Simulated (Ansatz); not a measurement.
Relaxed-ion elastic tensor of CaO (zinc blende, F-43m) in GPa (Voigt order), PBEsol in the plane-wave PAW code Ansatz; density 2.68 g/cm³, 17.37 Å³ per atom.

```
91.9  76.6  76.6   0.0   0.0   0.0
76.6  91.9  76.6   0.0   0.0   0.0
76.6  76.6  91.9   0.0   0.0   0.0
 0.0   0.0   0.0  37.0   0.0   0.0
 0.0   0.0   0.0   0.0  37.0   0.0
 0.0   0.0   0.0   0.0   0.0  37.0
```

Task: Is the crystal mechanically stable?

Result: Yes: the smallest eigenvalue of C is 15.3 GPa.

Task: Work out the Voigt, Reuss and Hill averages.

Result: K_V = 81.7, K_R = 81.7, K_H = 81.7; G_V = 25.3, G_R = 14.6, G_H = 19.9 GPa.

Task: Give Young's modulus, Poisson's ratio, Pugh's ratio and the universal anisotropy index.

Result: E = 9KG/(3K + G) = 55.3 GPa; ν = 0.39; K/G = 4.10 (ductile by the Pugh limit of 1.75); A_U = 5G_V/G_R + K_V/K_R − 6 = 3.65.

Task: Estimate the sound speeds and the Debye temperature.

Result: v_l = √((K + 4G/3)/ρ) = 6360 m/s, v_t = √(G/ρ) = 2730 m/s, mean 3080 m/s; Θ = (h/k)(3n/4πV)^(1/3) v_m = 354 K.

Task: Give the Zener ratio and Young's modulus along [100], [110] and [111].

Result: A = 2C44/(C11 − C12) = 4.84; 1/E = S11 − 2(S11 − S12 − S44/2)Γ with Γ = 0, 1/4, 1/3 gives 22.3, 52.6, 96.5 GPa.

Task: Solve the Christoffel equation for the three sound speeds along [100], [110], [111].

Result: Eigenvalues of C_ijkl n_j n_l equal ρv² (piezoelectric stiffening left out). In km/s, slowest first: [100] 3.72, 3.72, 5.86; [110] 1.69, 3.72, 6.73; [111] 2.55, 2.55, 6.99.

The start of the workflow was typed in or built on a structure type; neither database checked (COD, Materials Project) lists it. It is not the phase usual at ambient conditions (space group No. 225). The PBEsol relaxation kept the symmetry of its start; phonons on a q-mesh show no instability.

Potentials: the later of the program's two PAW sets.
